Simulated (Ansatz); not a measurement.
Molecular dynamics on a 2×2×2 supercell (16 atoms) of NaCl (rocksalt), relaxed with r2SCAN. Forces come from PBE in Ansatz 0.2.0: Langevin thermostat and barostat (NPT), 100 K, steps of 2 fs. Classical nuclei, no spin polarisation; a few dozen steps show the first response, not equilibrium.

```yaml
crystal:
  lattice:
    - [0.0, 5.6053976607, 5.6053976607]
    - [5.6053976607, 0.0, 5.6053976607]
    - [5.6053976607, 5.6053976607, 0.0]
  atoms:
    - { symbol: Na, position: [0.0, 0.0, 0.0] }
    - { symbol: Cl, position: [0.25, 0.25, 0.25] }
    - { symbol: Na, position: [0.0, 0.0, 0.5] }
    - { symbol: Cl, position: [0.25, 0.25, 0.75] }
    - { symbol: Na, position: [0.0, 0.5, 0.0] }
    - { symbol: Cl, position: [0.25, 0.75, 0.25] }
    - { symbol: Na, position: [0.0, 0.5, 0.5] }
    - { symbol: Cl, position: [0.25, 0.75, 0.75] }
    - { symbol: Na, position: [0.5, 0.0, 0.0] }
    - { symbol: Cl, position: [0.75, 0.25, 0.25] }
    - { symbol: Na, position: [0.5, 0.0, 0.5] }
    - { symbol: Cl, position: [0.75, 0.25, 0.75] }
    - { symbol: Na, position: [0.5, 0.5, 0.0] }
    - { symbol: Cl, position: [0.75, 0.75, 0.25] }
    - { symbol: Na, position: [0.5, 0.5, 0.5] }
    - { symbol: Cl, position: [0.75, 0.75, 0.75] }
kpoints:
  mp_grid: { grid: [2, 2, 2] }
hamiltonian:
  xc: pbe
scf:
  occupations: { method: fermi_dirac, width: 0.02 }
md:
  ensemble: npt_langevin
  temperature: 100
  timestep: 2.0
  n_steps: 30
  initial_velocities: maxwell_boltzmann
  seed: 7852
```

Command: `ansatz run input.yaml --threads 4 --pin off --max-ram 3686MiB --backend cpu --events-out ev --progress --plain --runs-dir out`.

```
step  t (fs)  T (K)  free energy F from step 0 (meV/atom)  kinetic energy (meV/atom)  pressure (GPa)  volume (Å³/atom)  largest force (eV/Å)
   0       0     94                                   0.0                       12.1            1.35             22.02                  0.00
   1       2     89                                   0.0                       11.5            1.35             22.02                  0.03
   2       4     84                                   0.1                       10.9            1.34             22.02                  0.05
   3       6     84                                   0.2                       10.9            1.33             22.03                  0.08
   4       8     81                                   0.4                       10.4            1.31             22.05                  0.11
   5      10     76                                   0.6                        9.8            1.29             22.07                  0.13
   6      12     65                                   0.8                        8.4            1.25             22.10                  0.15
   7      14     64                                   1.0                        8.2            1.22             22.13                  0.18
   8      16     66                                   1.2                        8.6            1.18             22.17                  0.20
   9      18     70                                   1.4                        9.0            1.14             22.21                  0.23
  10      20     69                                   1.8                        9.0            1.10             22.25                  0.25
  11      22     71                                   2.1                        9.1            1.06             22.30                  0.27
  12      24     70                                   2.5                        9.1            1.00             22.36                  0.30
  13      26     69                                   2.9                        8.9            0.94             22.42                  0.32
  14      28     63                                   3.3                        8.2            0.88             22.48                  0.33
  15      30     61                                   3.7                        7.8            0.81             22.54                  0.35
  16      32     56                                   4.1                        7.3            0.75             22.61                  0.36
  17      34     55                                   4.4                        7.2            0.67             22.68                  0.36
  18      36     51                                   4.7                        6.6            0.60             22.76                  0.37
  19      38     54                                   5.0                        7.0            0.52             22.84                  0.37
  20      40     56                                   5.3                        7.2            0.45             22.92                  0.38
  21      42     54                                   5.6                        7.0            0.37             23.00                  0.39
  22      44     58                                   5.8                        7.5            0.29             23.08                  0.40
  23      46     53                                   6.1                        6.9            0.20             23.17                  0.41
  24      48     53                                   6.4                        6.8            0.12             23.25                  0.41
  25      50     53                                   6.7                        6.8            0.05             23.33                  0.42
  26      52     49                                   7.0                        6.3           -0.02             23.41                  0.42
  27      54     52                                   7.3                        6.7           -0.09             23.48                  0.42
  28      56     54                                   7.6                        7.0           -0.16             23.56                  0.41
  29      58     57                                   7.8                        7.4           -0.23             23.64                  0.40
  30      60     63                                   8.1                        8.2           -0.29             23.71                  0.39
```

The temperature starts at 94 K, is lowest at step 26 (49 K, 52 fs) and ends at 63 K. The thermostat hasn't had time to restore it. The atoms start on their lattice sites with kinetic energy alone, so much of it first passes into potential energy.

Positions (Å) and forces (eV/Å) at step 30:
```
cell (Å): 0.000 5.746 5.746; 5.746 0.000 5.746; 5.746 5.746 0.000
Na   0.036  -0.053  -0.036    -0.001   0.162   0.164
Cl   2.866   2.895   2.789     0.053   0.089   0.185
Na   2.951   2.913  -0.010    -0.098  -0.047   0.022
Cl   5.829   5.778   2.844    -0.234   0.065   0.035
Na   2.872   0.068   2.982    -0.092  -0.013  -0.194
Cl   5.803   2.873   5.637    -0.216  -0.004   0.249
Na   5.792   2.827   2.905    -0.181   0.095  -0.092
Cl   8.600   5.669   5.701     0.021   0.231   0.233
Na  -0.057   2.983   2.971     0.087  -0.251  -0.191
Cl   2.889   5.857   5.728     0.059  -0.180  -0.018
Na   2.904   5.819   2.890     0.012  -0.100  -0.054
Cl   5.854   8.676   5.734    -0.130  -0.182   0.062
Na   2.888   2.881   5.732     0.075   0.008  -0.032
Cl   5.652   5.683   8.701     0.149   0.159  -0.224
Na   5.671   5.689   5.745     0.125   0.039  -0.038
Cl   8.487   8.649   8.627     0.372  -0.071  -0.107
```
